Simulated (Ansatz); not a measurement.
Consider a crystal of MnOsC4N4 in space group P-43m (No. 215), with Mn on 1b; Os on 1a; C on 4e; N on 4e. Recipe of this trial structure of MnOsC4N4: two interpenetrating cyanide-bridged diamond nets.

Method: DFT PBE, scalar-relativistic, plane waves, PAW (Ansatz 0.2.0). Cutoff 420 eV, Γ-centred mesh, Gaussian smearing, collinear spin.

Formation energies are uncorrected and refer to the elements' standard structures at the same level (N₂ as a molecule).

Question: Which cell and coordinates does it relax to?

Answer:

Space group P-43m (No. 215). a = 5.844 Å, b = 5.844 Å, c = 5.844 Å, α = 90.00°, β = 90.00°, γ = 90.00°
| atom | site | symmetry | x | y | z |
| --- | --- | --- | --- | --- | --- |
| Mn | 1b | -43m | 0.5000 | 0.5000 | 0.5000 |
| Os | 1a | -43m | 0.0000 | 0.0000 | 0.0000 |
| C | 4e | .3m | 0.1904 | 0.1904 | 0.1904 |
| N | 4e | .3m | 0.3078 | 0.3078 | 0.3078 |

Around Mn lie 4 N at 1.95 Å; Os has 4 C at 1.93 Å; C has 1 N at 1.19 Å and 1 Os at 1.93 Å; N has 1 C at 1.19 Å and 1 Mn at 1.95 Å. Another local minimum with the same sites may exist.

Question: Where does its energy lie, and is it a metal?

Answer: The formation energy is +0.46 eV/atom. The gap on the 6×6×6 mesh of the 10-atom cell is 0 eV (a metal), the net moment per atom is 0.30 μB and the moment by site is Mn 3.3; Os -0.2 μB. A positive value: parting into the elements would lower its energy.

The last run used collinear spin and Gaussian smearing of 0.10 eV. These runs have no spin–orbit coupling, which can matter for Os. The reference form of C is held partly by dispersion forces, which this level lacks. Another magnetic order may lie lower. A structure relaxed within its symmetry needn't be a true minimum. Site moments count only spheres around the atoms; the net moment includes the space between them.
